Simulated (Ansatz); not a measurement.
AlAs:
```
AlAs
1.0
    0.00000     2.83727     2.83727
    2.83727     0.00000     2.83727
    2.83727     2.83727     0.00000
As Al
1 1
Direct
  0.75000   0.75000   0.75000
  0.00000   0.00000   0.00000
```

Relaxed with PBEsol. Special points in fractions of this cell's reciprocal vectors: Γ (0.000, 0.000, 0.000); X (0.500, 0.000, 0.500); U (0.625, 0.250, 0.625); K (0.375, 0.375, 0.750); L (0.500, 0.500, 0.500); W (0.500, 0.250, 0.750).

Question: List the band energies nearest the valence-band maximum at these points for DFT-PBEsol with spin–orbit coupling in the program Ansatz with PAW potentials.

Answer: In eV from the valence-band maximum; about four levels below and three above (degenerate sets whole), none deeper than 8.9 eV; points with the same levels are listed once.

```json
[
 {"k": "Γ", "below": "0.00 0.00 0.00 0.00", "above": "1.81 1.81 4.14 4.14"},
 {"k": "X", "below": "-2.33 -2.33 -2.20 -2.20", "above": "1.24 1.24 2.13 2.13"},
 {"k": "U", "below": "-3.56 -3.47 -1.89 -1.89", "above": "2.05 2.06 4.77"},
 {"k": "L", "below": "-1.01 -1.01 -0.83 -0.83", "above": "1.96 1.96 4.53 4.53"},
 {"k": "W", "below": "-3.35 -3.22 -2.92 -2.92", "above": "4.13 4.13 5.43"}
]
```

Space group F-43m (zinc blende). The PBEsol relaxation kept the symmetry of its start.

Potentials: the later of the program's two PAW sets.
